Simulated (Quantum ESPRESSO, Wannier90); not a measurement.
# Wannierisation of Hf₂Cu (I4/mmm)

```
Hf2Cu
1.0
    0.00000    -3.15283     0.00000
    3.15283     0.00000     0.00000
   -1.57641     1.57641     5.55951
Hf Cu
2 1
Direct
  0.34389   0.34389   0.68778
  0.65611   0.65611   0.31222
  0.00000   0.00000   0.00000
```

Structure: Materials Project mp-30581, symmetrised, not relaxed again. COD (Crystallography Open Database) has an entry of this formula and space group (matched by these alone). Computed values, not measurements, from PBEsol: Quantum ESPRESSO (norm-conserving PseudoDojo potentials, cutoff 74 Ry, no spin polarisation, no spin-orbit coupling) on a Γ-centred 4×4×4 mesh, then Wannier90. Density: 14×14×14 mesh, cold smearing 0.01 Ry. Spin-orbit coupling is left out although heavy elements are present.

Energies are relative to the Fermi level.

**Bands.** No gap over 0.05 eV opens at the Fermi level at this level of theory. 4 filled groups are cut off by gaps; the highest, bands 7–12, spans -30.80 to -30.09 eV and is Hf 5p 99 %.

**Model.** 27 functions (Hf spd, Cu spd) from bands 13-53, frozen to 1.50 eV, reach Ω_I = 27.37 Å² and follow pw.x to 18 meV rms (states up to 1.0 eV relative to the Fermi level).

**No window.** Without a frozen window Ω_I drops to 26.44 Å² while the misfit grows to 436 meV: a small spread is no proof of good bands.

**Outer window.** The setting "only the lowest 37 of the kept bands" raises Ω_I to 29.23 Å², as fewer states are left to mix in, and the misfit goes to 24 meV.

**Stops.** With the frozen window to 17.40 eV the program stops (More states in the frozen window than target WFs).
